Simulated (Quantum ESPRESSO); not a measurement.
# Planted mistakes on one cell of GeB2N2O2

The results below are calculated, not measured. They come from pw.x of Quantum ESPRESSO 7.5, a plane-wave density functional program, with PseudoDojo standard norm-conserving files (v0.5 for PBE, v0.4.1 for LDA and PBEsol). The cells are made up: elements, strain and atom displacements were drawn at random, and nothing was relaxed. There is no spin polarisation, spin-orbit coupling or dispersion term.

The cell has 8 sites of a wurtzite lattice (rectangular cell). Sites 1 to 4 hold empty Ge B B; sites 5 to 8 hold N N O O. Cell vectors in Å: (2.718, -0.015, -0.025); (-0.027, 4.644, 0.072); (-0.041, 0.068, 4.500). Settings: PBE, cutoff 1143 eV, 6 x 4 x 4 k mesh shifted by half a step, Fermi-Dirac smearing of 0.025 eV.

The intended run has a self-consistency threshold of 1e-07 eV, a smearing term of 0.000 eV, a pressure of 17.09 GPa and 12 iterations. Each further run changes one thing: all lengths scaled by 1.0124; atoms of sites 5 and 7 exchanged; cutoff 748 eV; files of LDA; k mesh 1 x 1 x 1; one electron removed; smearing 0.42 eV; threshold 0.04 eV. A coarse mesh keeps the shift, and a charged cell sits in a uniform background.

| run | change of free energy (eV) | smearing term -TS (eV) | change of P (GPa) | largest change of a force component (eV/Å) | iterations |
| --- | --- | --- | --- | --- | --- |
| A | -4.385 | 0.000 | -9.71 | 2.882 | 13 |
| B | 2.282 | 0.000 | -13.17 | 0.616 | 12 |
| C | -0.017 | -0.091 | 0.34 | 0.075 | 11 |
| D | 0.020 | 0.000 | 1.43 | 0.235 | 5 |
| E | -0.156 | 0.000 | -10.49 | 0.769 | 13 |
| F | 2.726 | 0.000 | -60.56 | 0.223 | 12 |
| G | 2.614 | 0.000 | 3.86 | 4.899 | 14 |
| H | -9.992 | -0.013 | -42.88 | 2.326 | 14 |

A rerun of the intended cell at 1437 eV and k mesh 8 x 6 x 6 moved values by no more than 0.002 eV in the cell's energy, 0.05 GPa in stress and 0.005 eV/Å in force.

Question: which change belongs to which run?

## Worked reading

Run D has the fewest iterations, as a run stopped early does. Run C has the largest smearing term, as wide smearing gives. Run F has a higher energy and the largest fall in pressure, as too small a basis gives. Run E changes the volume by a factor of 1.0377; minus its pressure change over the logarithm of that factor, 283 GPa, is a rough bulk modulus with clamped atoms. Energies from files of another functional, or of a charged cell, have another zero and say nothing on stability; the pressure of a charged cell rests on the program's zero of potential too.

## Key

| run | change |
| --- | --- |
| A | k mesh 1 x 1 x 1 |
| B | files of LDA |
| C | smearing 0.42 eV |
| D | threshold 0.04 eV |
| E | all lengths scaled by 1.0124 |
| F | cutoff 748 eV |
| G | atoms of sites 5 and 7 exchanged |
| H | one electron removed |